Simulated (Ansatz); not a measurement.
NbAs in the zincblende structure

Level of theory: DFT, PBEsol, scalar-relativistic, no spin polarisation; plane waves to 420 eV with PAW datasets (Ansatz 0.2.0), Γ-centred 10×10×10 mesh, 0.05 eV Gaussian smearing. The datasets are Ansatz's generated set soft_2.

```cif
data_structure
_symmetry_space_group_name_H-M 'P 1'
_symmetry_Int_Tables_number 1
_cell_length_a 4.0613
_cell_length_b 4.0613
_cell_length_c 4.0613
_cell_angle_alpha 60.000
_cell_angle_beta 60.000
_cell_angle_gamma 60.000
_cell_volume 47.37
loop_
_atom_site_label
_atom_site_type_symbol
_atom_site_fract_x
_atom_site_fract_y
_atom_site_fract_z
_atom_site_occupancy
Nb1 Nb 0.00000 0.00000 0.00000 1
As1 As 0.25000 0.25000 0.25000 1
```

This is a trial structure; measured cells of the compound in the Crystallography Open Database are in space group I41md.

The cell above was scaled in volume, its shape and atoms being fixed by the lattice's symmetry. Energies are counted from the cell above.

Cell and atoms are those of this level's equilibrium.

| V (Å³/atom) | ΔE (meV/atom) | P (GPa) |
| --- | --- | --- |
| 22.74 | 12.9 | 4.5 |
| 23.21 | 3.1 | 2.2 |
| 23.68 | 0.0 | 0.0 |
| 24.16 | 2.9 | -1.9 |
| 24.63 | 11.3 | -3.7 |

(1) What do the points give for the equilibrium volume, the bulk modulus and its pressure derivative (third-order Birch–Murnaghan)?

Answer:

(1) V0 = 23.68 Å³/atom, B0 = 102 GPa, B0′ = 4.2.

B0·V0 = 101.8 GPa × 23.68 Å³ = 15.05 eV/atom sets the scale: near the minimum ΔE ≈ ½ B0 V0 x², with x = V/V0 − 1, and a pressure of 1.0 GPa squeezes the volume by about 1 %. At the ends of the curve: x = −4.0 % predicts 12.0 meV/atom and the run gives 12.9; x = +4.0 % predicts 12.1 meV/atom and the run gives 11.3. The curve is steeper than the parabola on the compressed side and flatter on the expanded side: the bulk modulus rises with pressure. The run is a metal.
